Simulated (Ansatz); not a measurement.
SrVO3:
```
SrVO3
1.0
    3.84058     0.00000     0.00000
    0.00000     3.84058     0.00000
    0.00000     0.00000     3.84058
Sr V O
1 1 3
Direct
  0.00000   0.00000   0.00000
  0.50000   0.50000   0.50000
  0.00000   0.50000   0.50000
  0.50000   0.50000   0.00000
  0.50000   0.00000   0.50000
```
Starting moments (μB, in the order of the atoms Sr V O O O): 0.0 1.1 0.0 0.0 0.0.

Relaxed with r²SCAN. Special points in fractions of this cell's reciprocal vectors: Γ (0.000, 0.000, 0.000); X (0.000, 0.500, 0.000); M (0.500, 0.500, 0.000); R (0.500, 0.500, 0.500).

### Question
List the band energies nearest the Fermi level at these points for plane-wave PAW r²SCAN (Ansatz code).

### Answer
In eV from the Fermi level; about four levels below and three above (degenerate sets whole), none deeper than 8.9 eV; points with the same levels are listed once.

```json
[
 {"k": "Γ ↑", "below": "-2.39 -2.39 -2.39 -1.48 -1.48 -1.48", "above": "1.34 1.34 4.17 4.17"},
 {"k": "X ↑", "below": "-4.10 -2.85 -2.85 -1.39", "above": "0.55 0.55 1.36"},
 {"k": "M ↑", "below": "-4.16 -3.64 -3.64 -2.09", "above": "0.50 0.50 0.83"},
 {"k": "R ↑", "below": "-6.11 -6.11 -6.11 -2.00 -2.00 -2.00", "above": "1.07 1.07 1.07"},
 {"k": "Γ ↓", "below": "-3.32 -3.32 -3.32 -2.44 -2.44 -2.44", "above": "0.15 0.15 0.15"},
 {"k": "X ↓", "below": "-4.45 -4.45 -4.14 -2.89 -2.89", "above": "0.29 1.95 1.98 1.98"},
 {"k": "M ↓", "below": "-4.15 -3.67 -3.67 -2.14", "above": "1.98 1.98 2.41"},
 {"k": "R ↓", "below": "-5.85 -5.85 -5.85 -2.05 -2.05 -2.05", "above": "2.62 2.62 2.62"}
]
```

Space group Pm-3m (cubic perovskite). The r²SCAN relaxation kept the symmetry of its start. The final state is ferromagnetic, chosen from 3 collinear starts compared on coarse meshes (ties went to the first, and starts can fall back to one state), not a proven ground state. Other orbital occupations within this spin state were not tried. No Hubbard U is applied. The compound may be a true metal, but semilocal functionals without U, or a wrong spin order, can also close a gap. Scalar-relativistic: spin–orbit coupling is off unless named, which matters more the heavier the elements.

Potentials: the later of the program's two PAW sets.
